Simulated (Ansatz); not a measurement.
Na₂MgPb (space group P6_3/mmc)

```
Na2MgPb
1.0
    5.09430     0.00000     0.00000
   -2.54715     4.41179     0.00000
    0.00000     0.00000    10.08790
Na Mg Pb
4 2 2
Direct
  0.66667   0.33333   0.42050
  0.33333   0.66667   0.57950
  0.33333   0.66667   0.92050
  0.66667   0.33333   0.07950
  0.00000   0.00000   0.75000
  0.00000   0.00000   0.25000
  0.66667   0.33333   0.75000
  0.33333   0.66667   0.25000
```

E(V) scan at fixed shape, V₀ the volume above. The atoms relax within the cell's symmetry.

Method: PBEsol (plane waves to 420 eV, PAW, scalar-relativistic; Ansatz, a program for electronic structure). k mesh 11×11×5 (Γ-centred), Fermi-Dirac smearing 0.05 eV. The energy includes the smearing's −TS. Compression counts positive. With the shape held, the modulus is that of even scaling; a crystal free to change shape is softer. Na2MgPb was relaxed with its symmetry unable to fall. Spin-orbit coupling is left out, though Pb is heavy. The zero of ΔE is the relaxed starting cell. The last digit holds for this mesh only.

```tsv
V (Å³/atom)	ΔE (meV/atom)
23.806	70.6
24.940	36.6
26.073	15.0
27.207	3.5
28.341	0.0
29.474	withheld
30.608	11.2
31.742	23.6
32.875	39.2
```

**Question.** Fit a third-order Birch-Murnaghan form (E₀, V₀, B₀, B₀′ free) to the given rows and predict ΔE at V = 29.474.

**Answer.** Least squares on the 8 given rows: ΔE = E₀ + (9V₀B₀/16)·y²·[2 + (B₀′ − 4)y], y = (V₀/V)^(2/3) − 1, with V₀ = 28.343 Å³/atom, B₀ = 22.70 GPa (160.2 GPa = 1 eV/Å³; the term in eV is multiplied by 1000), B₀′ = 4.45, E₀ = 0.04 meV/atom; root-mean-square residual 0.04 meV/atom. At 29.474 the fit gives 3.0 meV/atom; the calculation gives 3.0 meV/atom, the same to the digits shown. For the pressure the fit gives -0.8 GPa against the computed -0.8 GPa.

(Under strain, the slope of the energy per volume gives the stress and its curvature an elastic modulus.)
